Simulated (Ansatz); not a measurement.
C8H4MnN6Pt:
```
CELL_PARAMETERS angstrom
      7.37054     0.00000     0.00000
      0.00000     7.47191     0.00000
      0.00000     0.00000     7.55394
ATOMIC_POSITIONS crystal
  Mn 0.00000 0.00000 0.00000
  Pt 0.00000 0.50000 0.50000
  N  0.00000 0.79795 0.79420
  C  0.00000 0.68711 0.68524
  N  0.00000 0.20205 0.79420
  C  0.00000 0.31289 0.68524
  N  0.00000 0.79795 0.20580
  C  0.00000 0.68711 0.31476
  N  0.00000 0.20205 0.20580
  C  0.00000 0.31289 0.31476
  N  0.31169 0.00000 0.00000
  N  0.68831 0.00000 0.00000
  C  0.40557 0.00000 0.84814
  H  0.32691 0.00000 0.72588
  C  0.40557 0.00000 0.15186
  H  0.32691 0.00000 0.27412
  C  0.59443 0.00000 0.84814
  H  0.67309 0.00000 0.72588
  C  0.59443 0.00000 0.15186
  H  0.67309 0.00000 0.27412
```
The run is spin-polarised; directions of the spins, atom by atom: ↑ 0 0 0 0 0 0 0 0 0 0 0 0 0 0 0 0 0 0 0.

Relaxed with PBE+D3(BJ). Special points in fractions of this cell's reciprocal vectors: Γ (0.000, 0.000, 0.000); X (0.500, 0.000, 0.000); S (0.500, 0.500, 0.000); Y (0.000, 0.500, 0.000); Z (0.000, 0.000, 0.500); U (0.500, 0.000, 0.500); R (0.500, 0.500, 0.500); T (0.000, 0.500, 0.500).

Problem. List the band energies nearest the valence-band maximum at these points for the program Ansatz at the PBE+D3(BJ) level (PAW).

Solution. In eV from the valence-band maximum; about four levels below and three above (degenerate sets whole), none deeper than 8.9 eV; points with the same levels are listed once.

| k | below | above |
|---|---|---|
| Γ ↑ | -1.79 -1.65 -0.29 -0.19 | 0.65 1.75 1.84 |
| X ↑ | -1.81 -1.65 -0.39 -0.20 | 0.78 1.66 1.71 |
| S ↑ | -2.01 -1.87 -0.37 -0.02 | 0.75 1.72 2.04 |
| Y ↑ | -2.00 -1.87 -0.27 -0.01 | 0.64 1.77 2.13 |
| Z ↑ | -1.94 -1.87 -0.25 0.00 | 0.68 1.75 2.10 |
| U ↑ | -2.08 -1.87 -0.37 -0.01 | 0.81 1.70 1.95 |
| R ↑ | -1.81 -1.78 -0.42 -0.10 | 0.80 1.70 1.95 |
| T ↑ | -1.79 -1.78 -0.29 -0.09 | 0.67 1.68 2.15 |
| Γ ↓ | -3.14 -2.71 -2.66 -2.42 | 0.69 1.77 1.89 |
| X ↓ | -3.17 -2.70 -2.70 -2.40 | 0.44 1.71 1.72 |
| S ↓ | -2.78 -2.67 -2.58 -2.39 | 0.29 1.69 1.73 1.73 |
| Y ↓ | -2.78 -2.66 -2.62 -2.40 | 0.68 1.38 1.68 |
| Z ↓ | -2.81 -2.65 -2.62 -2.40 | 0.72 1.25 1.70 |
| U ↓ | -2.81 -2.67 -2.58 -2.39 | 0.44 1.24 1.70 |
| R ↓ | -2.70 -2.70 -2.55 -2.39 | 0.46 1.70 1.97 |
| T ↓ | -2.71 -2.66 -2.55 -2.40 | 0.71 1.70 1.94 |

Space group Pmmm. A made-up cell: these elements were put on the sites of a structure type; neither database checked (COD, Materials Project) lists it. Its standing as an ambient phase is unchecked. The PBE+D3(BJ) relaxation kept the symmetry of its start; its stability against distortions is not shown here. The final state is ferromagnetic, the only order run, not a proven ground state. No Hubbard U is applied. Spin–orbit coupling is left out wherever it is not named.

Potentials: the later of the program's two PAW sets.
